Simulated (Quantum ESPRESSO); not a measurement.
## Calculated data, Si2Ge5C (made-up cell)

Calculation on a made-up crystal cell, not a measurement: periodic Kohn-Sham density functional theory in plane waves with PseudoDojo standard norm-conserving scalar-relativistic pseudopotentials, each functional with its own files (v0.5 for PBE, v0.4.1 for LDA and PBEsol), no spin polarisation, no spin-orbit coupling, atoms not relaxed, stress positive in tension, energies less a fixed whole-eV offset for each atom's element; levels are Kohn-Sham levels at fractions of this cell's reciprocal vectors, counted from the reference band (half the neutral cell's valence electrons, rounded up) at Gamma; error bars cover cutoff and k-mesh only, not smearing or the files; added strain carries the atoms with the cell, and shear is the tensor component; each bar is the largest change over components, and at least 0.002 eV, 0.002 eV per angstrom or 0.02 GPa; energies are for the whole cell, and the offsets were chosen from early runs and are not element reference energies. Program: Quantum ESPRESSO 7.5.

Common to all runs: lattice type zincblende/diamond; functional pbe; cutoff 1116 eV; fermi dirac smearing 0.1 eV; scf tolerance 1e-07 eV; electrons removed 0; k mesh 6 x 6 x 6, shifted by half a step.

```json
{"entry": 1, "formula": "Si2Ge5C", "kind": "made-up cell", "structure": {"cell_angstrom": [[5.5849, 0.0906, -0.0221], [0.0906, 5.5943, 0.0176], [-0.0221, 0.0176, 5.5167]], "atoms_fractional": [["Si", 0.04271, 0.00115, -0.01074], ["Ge", 0.00347, 0.52421, 0.52351], ["Si", 0.49414, 0.00447, 0.47179], ["Ge", 0.49435, 0.51599, -0.01114], ["C", 0.27251, 0.25139, 0.25367], ["Ge", 0.24088, 0.75153, 0.7494], ["Ge", 0.74679, 0.23598, 0.71529], ["Ge", 0.78516, 0.75983, 0.25297]]}, "given": {"atom_site": [1, 2, 3, 4, 5, 6, 7, 8], "atom_energy_offset [eV]": [-115, -2430, -115, -2430, -163, -2430, -2430, -2430]}, "results": {"free_energy_less_offsets [eV]": 0.8531, "smearing_term_minus_ts [eV]": -0.0221, "scf_iterations": 10, "pressure [GPa]": -1.816, "stress_xx [GPa]": 2.032, "stress_yy [GPa]": 2.08, "stress_zz [GPa]": 1.337, "stress_yz [GPa]": -1.616, "stress_xz [GPa]": -1.951, "stress_xy [GPa]": 2.488, "force_site": [1, 2, 3, 4, 5, 6, 7, 8], "force_x [eV/angstrom]": [-1.259, 0.1062, -1.369, 1.146, 0.07598, 2.182, 0.3362, -1.218], "force_y [eV/angstrom]": [2.966, -3.303, 1.092, -2.377, -0.5605, 1.186, 0.2302, 0.7656], "force_z [eV/angstrom]": [2.494, -1.795, -1.221, 2.029, -0.4122, -0.9764, 1.606, -1.724], "fermi_level [eV]": 0.07194, "reference_band": 41, "level_k_point": ["Gamma", "(1/2,1/2,1/2)", "(0.15,0,0)", "(0,0.15,0)", "(0,0,0.15)"], "next_band_up [eV]": [0.391, -0.4275, 0.3268, 0.2967, 0.3377], "error_bar_energy [eV]": 0.003004, "error_bar_stress [GPa]": 0.02204, "error_bar_force [eV/angstrom]": 0.01288, "error_bar_next_band_up [eV]": 0.002, "error_bar_fermi_level [eV]": 0.02445, "error_bars_from": "tighter rerun of a related cell"}}
{"entry": 2, "formula": "Si2Ge5C", "kind": "made-up cell", "structure": {"cell_angstrom": [[5.5849, 0.0906, -0.0221], [0.0906, 5.5943, 0.0176], [-0.0221, 0.0176, 5.5167]], "atoms_fractional": [["Si", 0.04271, 0.00115, -0.01074], ["Ge", 0.00347, 0.52421, 0.52351], ["Si", 0.49414, 0.00447, 0.47179], ["Ge", 0.49435, 0.51599, -0.01114], ["Ge", 0.27251, 0.25139, 0.25367], ["C", 0.24088, 0.75153, 0.7494], ["Ge", 0.74679, 0.23598, 0.71529], ["Ge", 0.78516, 0.75983, 0.25297]]}, "given": {"atom_site": [1, 2, 3, 4, 5, 6, 7, 8], "atom_energy_offset [eV]": [-115, -2430, -115, -2430, -2430, -163, -2430, -2430]}, "results": {"free_energy_less_offsets [eV]": 0.009392, "smearing_term_minus_ts [eV]": -0.02056, "scf_iterations": 10, "pressure [GPa]": -3.475, "stress_xx [GPa]": 3.988, "stress_yy [GPa]": 3.248, "stress_zz [GPa]": 3.189, "stress_yz [GPa]": 4.045, "stress_xz [GPa]": -2.377, "stress_xy [GPa]": 2.064, "force_site": [1, 2, 3, 4, 5, 6, 7, 8], "force_x [eV/angstrom]": [-0.2555, 2.075, 0.7637, 0.105, -1.936, 0.2544, 0.2633, -1.271], "force_y [eV/angstrom]": [-1.161, -0.2704, -2.718, 0.8504, 1.801, 0.4804, 0.1495, 0.868], "force_z [eV/angstrom]": [-1.669, 1.088, 2.361, -1.219, -1.152, 0.5729, 1.65, -1.632], "fermi_level [eV]": -0.003104, "reference_band": 41, "level_k_point": ["Gamma", "(1/2,1/2,1/2)", "(0.15,0,0)", "(0,0.15,0)", "(0,0,0.15)"], "next_band_up [eV]": [0.278, -0.457, 0.3926, 0.3464, 0.3531], "error_bar_energy [eV]": 0.003004, "error_bar_stress [GPa]": 0.02204, "error_bar_force [eV/angstrom]": 0.01288, "error_bar_next_band_up [eV]": 0.002, "error_bar_fermi_level [eV]": 0.02445, "error_bars_from": "tighter rerun of a related cell"}}
{"entry": 3, "formula": "Si2Ge5C", "kind": "made-up cell", "structure": {"cell_angstrom": [[5.5849, 0.0906, -0.0221], [0.0906, 5.5943, 0.0176], [-0.0221, 0.0176, 5.5167]], "atoms_fractional": [["Si", 0.04271, 0.00115, -0.01074], ["Ge", 0.00347, 0.52421, 0.52351], ["Si", 0.49414, 0.00447, 0.47179], ["Ge", 0.49435, 0.51599, -0.01114], ["Ge", 0.27251, 0.25139, 0.25367], ["Ge", 0.24088, 0.75153, 0.7494], ["C", 0.74679, 0.23598, 0.71529], ["Ge", 0.78516, 0.75983, 0.25297]]}, "given": {"atom_site": [1, 2, 3, 4, 5, 6, 7, 8], "atom_energy_offset [eV]": [-115, -2430, -115, -2430, -2430, -2430, -163, -2430]}, "results": {"free_energy_less_offsets [eV]": 1.756, "smearing_term_minus_ts [eV]": -0.02652, "scf_iterations": 10, "pressure [GPa]": -0.07682, "stress_xx [GPa]": 1.31, "stress_yy [GPa]": -0.09338, "stress_zz [GPa]": -0.9863, "stress_yz [GPa]": 1.712, "stress_xz [GPa]": -3.581, "stress_xy [GPa]": 5.405, "force_site": [1, 2, 3, 4, 5, 6, 7, 8], "force_x [eV/angstrom]": [-3.188, -1.709, 2.986, 2.828, -1.863, 2.139, 0.1528, -1.346], "force_y [eV/angstrom]": [2.273, -4.174, -0.6575, -1.79, 1.91, 1.27, 0.3354, 0.8321], "force_z [eV/angstrom]": [0.4335, -0.3008, 3.01, 0.1058, -1.196, -1.031, 0.6263, -1.647], "fermi_level [eV]": 0.08739, "reference_band": 41, "level_k_point": ["Gamma", "(1/2,1/2,1/2)", "(0.15,0,0)", "(0,0.15,0)", "(0,0,0.15)"], "next_band_up [eV]": [0.286, -0.3853, 0.1581, 0.1848, 0.2074], "error_bar_energy [eV]": 0.003004, "error_bar_stress [GPa]": 0.02204, "error_bar_force [eV/angstrom]": 0.01288, "error_bar_next_band_up [eV]": 0.002, "error_bar_fermi_level [eV]": 0.02445, "error_bars_from": "tighter rerun of a related cell"}}
{"entry": 4, "formula": "Si2Ge5C", "kind": "made-up cell", "structure": {"cell_angstrom": [[5.5849, 0.0906, -0.0221], [0.0906, 5.5943, 0.0176], [-0.0221, 0.0176, 5.5167]], "atoms_fractional": [["Si", 0.04271, 0.00115, -0.01074], ["Ge", 0.00347, 0.52421, 0.52351], ["Si", 0.49414, 0.00447, 0.47179], ["Ge", 0.49435, 0.51599, -0.01114], ["Ge", 0.27251, 0.25139, 0.25367], ["Ge", 0.24088, 0.75153, 0.7494], ["Ge", 0.74679, 0.23598, 0.71529], ["C", 0.78516, 0.75983, 0.25297]]}, "given": {"atom_site": [1, 2, 3, 4, 5, 6, 7, 8], "atom_energy_offset [eV]": [-115, -2430, -115, -2430, -2430, -2430, -2430, -163]}, "results": {"free_energy_less_offsets [eV]": 1.447, "smearing_term_minus_ts [eV]": -0.02393, "scf_iterations": 10, "pressure [GPa]": -0.7104, "stress_xx [GPa]": 1.794, "stress_yy [GPa]": -0.2525, "stress_zz [GPa]": 0.5897, "stress_yz [GPa]": -0.6123, "stress_xz [GPa]": -3.595, "stress_xy [GPa]": 2.101, "force_site": [1, 2, 3, 4, 5, 6, 7, 8], "force_x [eV/angstrom]": [-3.442, -2.237, 2.871, 2.854, -1.89, 2.122, 0.3073, -0.5857], "force_y [eV/angstrom]": [0.7948, -0.8044, -3.227, -0.499, 1.842, 1.317, 0.1811, 0.396], "force_z [eV/angstrom]": [2.08, -3.436, 0.5404, 1.447, -1.241, -0.9456, 1.608, -0.05287], "fermi_level [eV]": 0.02718, "reference_band": 41, "level_k_point": ["Gamma", "(1/2,1/2,1/2)", "(0.15,0,0)", "(0,0.15,0)", "(0,0,0.15)"], "next_band_up [eV]": [0.3278, -0.4492, 0.1853, 0.1485, 0.186], "error_bar_energy [eV]": 0.003004, "error_bar_stress [GPa]": 0.02204, "error_bar_force [eV/angstrom]": 0.01288, "error_bar_next_band_up [eV]": 0.002, "error_bar_fermi_level [eV]": 0.02445, "error_bars_from": "tighter rerun of this cell"}}
```
